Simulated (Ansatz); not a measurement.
# Cold compression of Ca₂Pd (fluorite type)

```xyz
3
Lattice="0.0000 3.4778 3.4778 3.4778 0.0000 3.4778 3.4778 3.4778 0.0000" Properties=species:S:1:pos:R:3 pbc="T T T"
Pd    0.0000    0.0000    0.0000
Ca    1.7389    1.7389    1.7389
Ca    5.2167    5.2167    5.2167
```

The cell comes from a relaxation on PAW files under the same functional, begun from a prototype that needn't be the stable phase.

Its volume is scaled at fixed shape and fractional positions.

All numbers are PBEsol results (scalar-relativistic) from Ansatz 0.2.0, with a Γ-centred 9×9×9 k mesh, Fermi–Dirac smearing of 0.05 eV, no spin polarisation. Methods: LAPW: all electrons, basis error target 0.5 meV/atom; PAW: frozen-core files, cutoff 420 eV.

Energies are extrapolated to zero smearing and count from the unscaled cell; pressure is positive in compression; gaps take the mesh and a band path. No temperature or zero-point motion is included.

The PAW files were made under PBE.

```tsv
V/V0	V (Å³/atom)	P LAPW (GPa)	ΔE LAPW (eV/atom)	P PAW − LAPW (GPa)	ΔE PAW − LAPW (meV/atom)
1.00	28.04	0.00	0.000	0.01	0.0
0.60	16.83	53.0	1.218	-0.04	-0.2
0.50	14.02	102.6	?	-0.15	-1.8
```

Problem. Fill in "ΔE LAPW (eV/atom)" for the row "0.50".

Solution. 2.529.

Problem. From the table, what is the rise of the enthalpy H = E + pV up to the last row, and how stiff is the crystal between the last two rows?

Solution. ΔH = 2.529 eV + (102.6 GPa × 14.02 Å³ + 0.00 GPa × 28.04 Å³) × 0.006242 eV/(GPa·Å³) = 11.51 eV/atom, of which pV makes 78 %. The mean bulk modulus there is −ΔP/Δln V = 272 GPa.
